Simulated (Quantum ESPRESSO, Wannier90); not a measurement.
## Wannier functions of NaCl (rock salt)

```xyz
2
Lattice="0.0000 2.7941 2.7941 2.7941 0.0000 2.7941 2.7941 2.7941 0.0000" Properties=species:S:1:pos:R:3 pbc="T T T"
Na     0.0000     0.0000     0.0000
Cl     2.7941     2.7941     2.7941
```

Structure: Materials Project mp-22862, symmetrised, not relaxed again. COD (Crystallography Open Database) has an entry of this formula and space group (matched by these alone). Level: PBE, no spin polarisation, no spin-orbit coupling; pw.x of Quantum ESPRESSO at 71 Ry with PseudoDojo potentials, 10×10×10 k-points, Wannier90. Density: 10×10×10 mesh, cold smearing 0.01 Ry.

A tight-binding model is made by disentanglement and projection with no localisation steps (num_iter = 0), so the 8 orbitals stay atom-like: hydrogen-like Na: s;p; Cl: s;p, axes along x, y, z; frozen window up to 6.72 eV relative to the valence-band maximum. It follows pw.x to 1.3 meV rms for states up to 6.2 eV relative to the valence-band maximum. Matrix elements depend on this choice of orbitals and windows.

Question: What are the on-site energies relative to the valence-band maximum, and how fast do the hoppings decay?

Answer: 
```
atom  orbitals  energy (eV)
----  --------  -----------
Na1          s         8.37
Na1   pz px py        11.66
Cl2          s       -12.18
Cl2   pz px py        -0.01
```

| distance of the centres (Å) | largest modulus (eV) |
|---|---|
| 2–3 | 1.8 |
| 3–4 | 0.37 |
| 4–5 | 0.035 |
| 5–6 | 0.63 |
| 6–7 | 0.042 |
| 7–8 | 0.025 |
| 8–9 | 0.072 |
| 9–10 | 0.0052 |
| 10–11 | 0.0025 |
| 11–12 | 0.054 |
| 12–13 | 0.0083 |
